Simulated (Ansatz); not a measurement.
The following input was run with Ansatz 0.2.0.

```yaml
crystal:
  lattice:
    - [-2.203196, 2.203196, 4.310613]
    - [2.203196, -2.203196, 4.310613]
    - [2.203196, 2.203196, -4.310613]
  atoms:
    - { symbol: Ta, position: [0.0, 0.5, 0.5] }
    - { symbol: Ta, position: [0.26382, 0.26382, 0.0] }
    - { symbol: Ta, position: [0.5, 0.0, 0.5] }
    - { symbol: Ta, position: [0.73618, 0.73618, 0.0] }
    - { symbol: "N", position: [0.75, 0.25, 0.5] }
    - { symbol: "N", position: [0.0, 0.0, 0.0] }
    - { symbol: "N", position: [0.25, 0.75, 0.5] }
basis:
  ecutwfc: 500
kpoints:
  mp_grid: { grid: [12, 12, 12] }
hamiltonian:
  xc: r2scan
scf:
  occupations: { method: gaussian, width: 0.1 }
output:
  forces: true
  stress: true
  eigenvalues: true
  populations: true
```

Command:
```bash
ansatz run input.yaml --threads 2 --pin off --max-ram 5120MiB --backend cpu --events-out ev --progress --plain --runs-dir out
```

Method: DFT r2SCAN, scalar-relativistic, plane waves, PAW (Ansatz).

From the run's log, abridged:

```
Pseudopotentials: kind: paw
Pseudopotential: Ta, paw, valence charge 13, recommended cutoff 500 eV (meta_gga)
Pseudopotential: N, paw, valence charge 5, recommended cutoff 500 eV (meta_gga)
Functional definition: r2SCAN
Crystal: 7 atoms, lattice volume = 83.696 Å³
Basis set: ecut = 500 eV, 2107 PW (Γ), exchange–correlation on 160×160×160 points (64 copies of the dense FFT grid, shifted against one another)
Bands: 41, of which v1, the nominal top of the filled ones, is band 34 counted from 1 (33 counted from 0)
Symmetry: 16 space group operations
Space group: I4/mmm (ITA 139), of the structure as read, at distance tolerance 4.4e-5 Å
k-points: 163 of 1728
Initial density: superposition of atomic densities (neutral atoms: chi_scale 0, normalization atom), corrected by the library's trained network
Initial wavefunctions: pseudopotential atomic-orbital guess
Functional: x = r2scan, c = r2scan; τ floored in thin density (d = 2e-4 eV/Å³)
SCF iter   1: F=—  HF=-40938.923626 eV  |F-HF|=—  |Δ(HF+E_count)|=         —  Δρ=1.29e-2  dr2=1.66e-1  dr2_τ=3.92e-1  ethr=1.77e-3  ⟨swp⟩=5.6  Hψ=26410  notcnv=0
SCF iter   2: F=—  HF=-40939.121732 eV  |F-HF|=—  |Δ(HF+E_count)|=   1.98e-1  Δρ=8.64e-3  dr2=5.59e-2  dr2_τ=3.73e-3  ethr=2.47e-4  ⟨swp⟩=2.0  Hψ=11668  notcnv=0  defer=384
SCF iter   3: F=—  HF=-40939.129061 eV  |F-HF|=—  |Δ(HF+E_count)|=   7.33e-3  Δρ=3.56e-3  dr2=1.47e-2  dr2_τ=3.13e-3  ethr=8.34e-5  ⟨swp⟩=2.0  Hψ=9154  notcnv=0  defer=384
SCF iter   4: F=—  HF=-40939.128319 eV  |F-HF|=—  |Δ(HF+E_count)|=   7.42e-4  Δρ=9.03e-4  dr2=1.16e-3  dr2_τ=1.51e-4  ethr=2.20e-5  ⟨swp⟩=2.0  Hψ=8855  notcnv=0  defer=384
SCF iter   5: F=—  HF=-40939.128354 eV  |F-HF|=—  |Δ(HF+E_count)|=   3.53e-5  Δρ=3.28e-4  dr2=9.56e-5  dr2_τ=4.75e-6  ethr=1.73e-6  ⟨swp⟩=2.1  Hψ=9087  notcnv=0  defer=384
SCF iter   6: F=—  HF=-40939.128367 eV  |F-HF|=—  |Δ(HF+E_count)|=   1.35e-5  Δρ=8.27e-5  dr2=4.72e-6  dr2_τ=6.73e-7  ethr=1.43e-7  ⟨swp⟩=2.0  Hψ=10513  notcnv=0  defer=384
SCF iter   7: F=—  HF=-40939.128368 eV  |F-HF|=—  |Δ(HF+E_count)|=   2.55e-7  Δρ=2.20e-5  dr2=3.33e-7  dr2_τ=3.57e-8  ethr=7.05e-9  ⟨swp⟩=2.0  Hψ=9464  notcnv=0  defer=384
SCF iter   8: F=-40939.128368 eV  HF=-40939.128368 eV  |F-HF|=3.18e-8  |Δ(HF+E_count)|=   1.52e-7  Δρ=8.81e-6  dr2=6.50e-8  dr2_τ=8.80e-9  ethr=1.49e-10  ⟨swp⟩=11.3  Hψ=31302  notcnv=0
SCF 1 converged in 8 iterations: F = -40939.128368 eV  dr2 = 6.50e-8
SCF converged after 8 iterations
Free energy (F): -40939.128368 eV
Harris-Foulkes:  -40939.128368 eV  (|F-HF|=3.18e-8)
Internal energy: -40939.118300 eV  (E = F + TS)
E sigma→0 (E₀):  -40939.123334 eV
Entropy (-TS):   -0.010068 eV (-1.438 meV/atom)
Fermi energy:    20.192979 eV
--- Per-component energies (eV) ---
  E_band       = -339.116363
  E_kinetic    = 1870.262933
  E_local      = -2426.305197  (includes V_loc(G=0)·N_el)
  E_nonlocal   = 192.632273
  E_hartree    = 826.905717
  E_xc         = -1000.773872
  E_vxc        = -1146.686209  (∫ρ·V_xc dr)
  E_paw        = -34079.193235  (= ΣΔE_a)
  E_vpaw       = -541.819317  (= ΣTr[D̂ρ^β])
  E_aug_tail   = 0.000353  (compensation charges beyond the density's cutoff)
  E_vtau       = 58.986463  (kinetic-family band-sum trace: ∫τ·v_τ [+ j·A + Jᵃ·Aᵃ] dr)
  E_ewald      = -6319.533457
  E_core_change = -3.113815  (= ΣΔE_core)
  E_smearing   = -0.010068  (= −TS)
--- Forces (eV/Å), atoms counted from 1 ---
  atom   1  Ta     0.00000000     0.00000000     0.00000000
  atom   2  Ta     0.00000000     0.00000000     0.32033718
  atom   3  Ta     0.00000000     0.00000000     0.00000000
  atom   4  Ta     0.00000000     0.00000000    -0.32033718
  atom   5  N      0.00000000     0.00000000     0.00000000
  atom   6  N      0.00000000     0.00000000     0.00000000
  atom   7  N      0.00000000     0.00000000     0.00000000
--- Stress (GPa, compression-positive) ---
       -5.613405       0.000000       0.000000
        0.000000      -5.613405       0.000000
        0.000000       0.000000      -4.993130
  P = ⅓ Tr σ = -5.4066 GPa (-54.066 kbar)
--- Band table (eV; the first three rows and the last of 163) ---
  k-point 0: bands = ["-50.6535", "-50.6118", "-50.1449", "-50.1113", "-16.8278", "-16.8278", "-16.7320", "-16.5146", "-16.5146", "-16.3676", "-16.3171", "-16.3171", "-16.2217", "-15.9461", "-15.6259", "-15.6259", "1.0627", "2.3981", "2.6627", "12.8203", "13.4603", "13.5189", "13.5189", "14.6002", "14.6002", "14.8202", "15.4976", "15.7592", "16.1695", "16.1695", "18.9821", "18.9821", "19.4044", "19.5079", "19.5079", "21.2422", "21.2544", "21.2544", "21.6667", "23.5425", "23.6021"]
  k-point 1: bands = ["-50.6520", "-50.6130", "-50.1439", "-50.1126", "-16.8535", "-16.8059", "-16.7125", "-16.5449", "-16.5083", "-16.4312", "-16.2953", "-16.2707", "-16.2039", "-15.9564", "-15.6468", "-15.6211", "1.1642", "2.4721", "2.7260", "12.6545", "13.0727", "13.4813", "13.6030", "14.3164", "14.5026", "14.8325", "15.3954", "15.7085", "15.8170", "16.3826", "18.9157", "19.0631", "19.1710", "19.4430", "19.9515", "21.2641", "21.2883", "21.6987", "21.8907", "23.2835", "23.9554"]
  k-point 2: bands = ["-50.6478", "-50.6164", "-50.1413", "-50.1160", "-16.9171", "-16.7477", "-16.6548", "-16.6253", "-16.5203", "-16.4911", "-16.2370", "-16.2368", "-16.1619", "-15.9870", "-15.6960", "-15.6063", "1.4506", "2.6779", "2.9031", "12.2424", "12.3789", "13.3670", "13.5596", "13.6904", "14.1982", "14.3405", "15.0609", "15.4849", "15.5548", "17.0371", "18.7585", "19.1613", "19.3016", "19.3446", "20.6480", "21.3554", "21.4135", "22.3465", "22.5622", "22.8421", "23.7386"]
  k-point 162: bands = ["-50.6493", "-50.6124", "-50.1487", "-50.1115", "-16.9125", "-16.9125", "-16.4775", "-16.4775", "-16.4486", "-16.3817", "-16.2747", "-16.2508", "-16.2508", "-16.1819", "-15.6390", "-15.6390", "1.8768", "2.0645", "2.2280", "11.9671", "13.7622", "13.9447", "13.9447", "15.0937", "15.2159", "15.2159", "15.7993", "15.7993", "15.8412", "16.0327", "16.0327", "16.6912", "17.4315", "20.9211", "20.9211", "21.9025", "22.7302", "23.0512", "23.0512", "23.3145", "23.4980"]
--- Löwdin populations: 7 sites ---
  site symbol q [e]
     0     Ta     12.4213
     1     Ta     12.2766
     2     Ta     12.4213
     3     Ta     12.2766
     4      N      5.7393
     5      N      5.7689
     6      N      5.7393
  spilling = 0.005324 (of n_electrons = 67.000000)
```

The calculation finished and met its thresholds.

The run took 28 s on 2 threads of Oxide Virtual Turin-like Processor (Zen 5), on a shared host, peak memory 1 GiB.

Spin–orbit coupling is left out, which can shift energies with elements as heavy as these.